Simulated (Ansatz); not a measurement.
Relaxed candidate structures of AlAu:

A. C2/m (No. 12), mS4; a = 5.3298 Å, b = 3.0871 Å, c = 4.4053 Å, α = 90.00°, β = 113.75°, γ = 90.00°; close to R-3m at 0.1 Å; Al 2b (0.000, 0.500, 0.000); Au 2c (0.500, 0.500, 0.500)

B. Pm-3m (No. 221), cP2, CsCl type; a = b = c = 3.178 Å, α = β = γ = 90.00°; Al 1a (0.000, 0.000, 0.000); Au 1b (0.500, 0.500, 0.500)

C. P4₂/mnm (No. 136), tP8; a = b = 7.9987 Å, c = 2.8180 Å, α = β = γ = 90.00°; Al 4f (0.378, 0.378, 0.000); Au 4g (0.191, 0.191, 0.500)

D. P2₁/m (No. 11), mP4; a = 3.1283 Å, b = 4.7800 Å, c = 4.5633 Å, α = γ = 90.00°, β = 97.08°; Al 2e (0.236, 0.250, 0.118); Au 2e (0.340, 0.750, 0.342)

E. P2₁/m (No. 11), mP8; a = 6.3170 Å, b = 3.3612 Å, c = 6.3783 Å, α = 90.00°, β = 92.68°, γ = 90.00°; Al 2e (0.452, 0.250, 0.179); Al 2e (0.081, 0.250, 0.681); Au 2e (0.690, 0.250, 0.525); Au 2e (0.186, 0.750, 0.005)

F. Pmmm (No. 47), oP8; a = 4.844 Å, b = 5.034 Å, c = 7.720 Å, α = β = γ = 90.00°; Al 2i (0.253, 0.000, 0.000); Al 1e (0.000, 0.500, 0.000); Al 1c (0.000, 0.000, 0.500); Au 1d (0.500, 0.000, 0.500); Au 2t (0.500, 0.500, 0.167); Au 1h (0.500, 0.500, 0.500)

### Question
Rank these by energy per atom (lowest first), as PBEsol (plane waves to 420 eV, PAW, scalar-relativistic; Ansatz, a program for electronic structure) gives it.

### Answer
E (reference, the lowest of the structures calculated here), D (+0.05 eV/atom), A (+0.11 eV/atom), B (+0.14 eV/atom), C (+0.34 eV/atom), F (+0.82 eV/atom)

Probably no minimum, since a slightly shaken restart fell lower: P4₂/mnm, tP8 (by 0.17 eV/atom, to P4/mbm). 3 runs with a doubtful electronic state, a coarser numerical grid, an end not at rest or a source that can't be used are left out. Each run could gain symmetry but not lose that of its start, so entries can be saddle points. From databases, or of a type measured for this composition: Pm-3m, cP2, CsCl type; P2₁/m, mP8; the others are generated cells (placed on structure types, drawn at random, substituted or restacked) that were not matched to a known phase here. Energies are at zero temperature and pressure, without zero-point motion. No spin polarisation in the result.
